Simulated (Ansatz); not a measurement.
Crystals of one structure type (rock salt) and one family of elements, relaxed and computed with DFT-r²SCAN in the program Ansatz with PAW potentials.

| crystal | V (Å³/atom) | B₀ by P(V) fit (GPa) |
|---|---|---|
| LuSb | 28.01 | 66.5 |
| LuBi | 29.80 | 60.3 |
| YSb | 29.93 | ? |
| LaSb | 35.34 | 55.0 |
| LaBi | 36.96 | 50.6 |

Problem. Fit a straight line to ln B₀ against ln V and predict the withheld value.

Solution. Least squares on the 4 shown rows: ln B₀ = -0.86 × ln V + (7.046), with a scatter of 2.3 %. For YSb this gives 61.7. The run itself gave 63.5, a miss of 2.8 % of that.

Standing as an ambient phase not checked: LuSb, rock salt; LuBi, rock salt; YSb, rock salt; LaSb, rock salt; LaBi, rock salt. All cells were relaxed under the symmetry of their starts (and spin orders); stability against distortions was not tested throughout. Rows with no word on spin ran without spin polarisation. Spin–orbit coupling is left out wherever it is not named.

Potentials: the later of the program's two PAW sets.
